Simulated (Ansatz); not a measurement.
The geometry is COD entry 4313206, unchecked; take it as a test cell. The listed cell was then made from it by scaling, straining or moving an atom.

Al: DFT, LDA, all-electron LAPW, scalar-relativistic (Ansatz 0.2.0). What sets it apart from a plain run of this crystal: volume scaled by 0.94.

Command: `ansatz run input.yaml --threads 1 --pin off --max-ram 3072MiB --backend cpu --events-out ev --progress --plain --runs-dir out` The run took 3.2 s on 1 thread of Intel(R) Xeon(R) 6975P-C (Granite Rapids) (shared host), peak memory 0.27 GiB.

```yaml
crystal:
  lattice:
    - [0.0, 1.9826626923, 1.9826626923]
    - [1.9826626923, 0.0, 1.9826626923]
    - [1.9826626923, 1.9826626923, 0.0]
  atoms:
    - { symbol: Al, position: [0.0, 0.0, 0.0] }
kpoints:
  mp_grid: { grid: [17, 17, 17] }
  band_path:
    path:
      - [0.0, 0.0, 0.0]
      - [0.5, 0.0, 0.5]
      - [0.625, 0.25, 0.625]
      - [0.375, 0.375, 0.75]
      - [0.0, 0.0, 0.0]
      - [0.5, 0.5, 0.5]
      - [0.5, 0.25, 0.75]
      - [0.5, 0.0, 0.5]
    npoints: 5
scf:
  occupations: { method: fermi_dirac, width: 0.03 }
hamiltonian:
  xc: lda
  pseudopotentials: { kind: all_electron, lapw: { basis_error: 0.0005 } }
output:
  forces: true
  stress: true
  eigenvalues: true
```

Output (standing set-up lines are left out):

```
LAPW: plane waves up to 6.407 Å⁻¹, error target 5.0e-4 eV per atom; small_component_spin mean_spin; Al in spheres of 1.402 Å, 11 of its electrons in bands, Dirac shells []
Crystal: 1 atoms, lattice volume = 15.588 Å³
Basis set: ecut = 156.39315228953834 eV, 65 PW (Γ), exchange–correlation at level 2
Space group: Fm-3m (ITA 225), of the structure as read, at distance tolerance 2.5e-5 Å
iter 1 solved again at ethr=1.00e-4 eV; its pass at ethr=1.00e-1 eV (dr2=1.10e-2 eV) is discarded
SCF iter   1: F=—  HF=-6582.999497 eV  |F-HF|=—  |Δ(HF+E_count)|=         —  Δρ=1.15e-2  dr2=1.12e-2  ethr=1.00e-4  ⟨swp⟩=3.2  Hψ=12695  notcnv=0
preconditioner: auto → none  [metal: Δε(μ)=0.034 eV  Ē_g=13.666 eV  σ=0.030 eV  W_gap=0.27  n_scr=0 (ndim 8)  ℏωp=16.3 eV  f_vac=0.000  D(μ)=0.54/eV (n_scr^D=0)]
SCF iter   2: F=—  HF=-6582.975143 eV  |F-HF|=—  |Δ(HF+E_count)|=   2.44e-2  Δρ=5.47e-3  dr2=2.59e-3  ethr=1.00e-4  ⟨swp⟩=2.0  Hψ=4966  notcnv=0
iter 3 solved again at ethr=1.18e-7 eV; its pass at ethr=2.36e-5 eV (dr2=1.30e-5 eV) is discarded
SCF iter   3: F=—  HF=-6582.969920 eV  |F-HF|=—  |Δ(HF+E_count)|=   5.22e-3  Δρ=3.40e-4  dr2=1.30e-5  ethr=1.18e-7  ⟨swp⟩=2.0  Hψ=8157  notcnv=0
SCF iter   4: F=—  HF=-6582.969893 eV  |F-HF|=—  |Δ(HF+E_count)|=   2.66e-5  Δρ=7.51e-5  dr2=8.39e-7  ethr=1.18e-7  ⟨swp⟩=2.0  Hψ=4541  notcnv=0
SCF iter   5: F=-6582.969893 eV  HF=-6582.969893 eV  |F-HF|=5.73e-10  |Δ(HF+E_count)|=   2.05e-7  Δρ=2.30e-6  dr2=5.19e-10  ethr=7.63e-9  ⟨swp⟩=2.0  Hψ=4541  notcnv=0
SCF 1 converged in 5 iterations: F = -6582.969893 eV  dr2 = 5.19e-10
NSCF: frozen V_eff on 36 k-points
SCF converged after 5 iterations
Free energy (F): -6582.969893 eV
Harris-Foulkes:  -6582.969893 eV  (|F-HF|=5.73e-10)
Internal energy: -6582.968311 eV  (E = F + TS)
E sigma→0 (E₀):  -6582.969102 eV
Entropy (-TS):   -0.001583 eV (-1.583 meV/atom)
Fermi energy:    10.343086 eV
--- Per-component energies (eV) ---
  E_band       = -493.436294
  E_kinetic    = 6589.926571
  E_xc         = -482.061232
  E_electrostatic = -12690.833650  (all electrons and nuclei)
  E_smearing   = -0.001583  (= −TS)
  E_closure    = 0.000000  (closes the sum)
  E_atoms      = -6578.785301  (free atoms, spherical and without spin; not in F)
  Σ components = -6582.969893   (vs F -6582.969893, Δ=0.00e0)
  Basis errors (estimates in eV, not in F): energy 1.3e-4 per atom: plane waves 1.3e-4 (6.3e-5 summed), levels above the bands 1.0e-214, relativity 5.3e-10, radial functions 4.7e-6, core shells 1.7e-16; eigenvalues (radial functions only) 3.2e-5; not estimated: angular momenta, meshes, grids; target (lapw.basis_error) 5.0e-4; muffin-tin radii Al 1.402 Å
--- Forces (eV/Å), atoms counted from 1 ---
  atom   1  Al    -0.00000000    -0.00000000    -0.00000000
  max |Σ_I F_I| component: 2.88e-32 eV/Å
--- Stress (GPa, compression-positive) ---
        1.128863       0.000000       0.000000
        0.000000       1.128863       0.000000
        0.000000       0.000000       1.128863
  P = ⅓ Tr σ = 1.1289 GPa (11.289 kbar)
--- Band table (eV; the first three rows and the last of 165) ---
  k-point 0: bands = ["-92.1930", "-54.3783", "-54.3783", "-54.3783", "-1.1687", "23.2116", "23.2116", "23.2116", "24.9726", "24.9726"]
  k-point 1: bands = ["-92.1929", "-54.3793", "-54.3785", "-54.3785", "-1.0711", "21.5910", "22.9022", "22.9022", "25.4323", "25.4323"]
  k-point 2: bands = ["-92.1925", "-54.3821", "-54.3789", "-54.3789", "-0.7789", "19.1827", "22.3814", "22.3814", "25.5791", "26.3631"]
  k-point 164: bands = ["-92.1877", "-54.3989", "-54.3971", "-54.3896", "8.6771", "9.7205", "10.8071", "11.8822", "25.8802", "26.6957"]
```
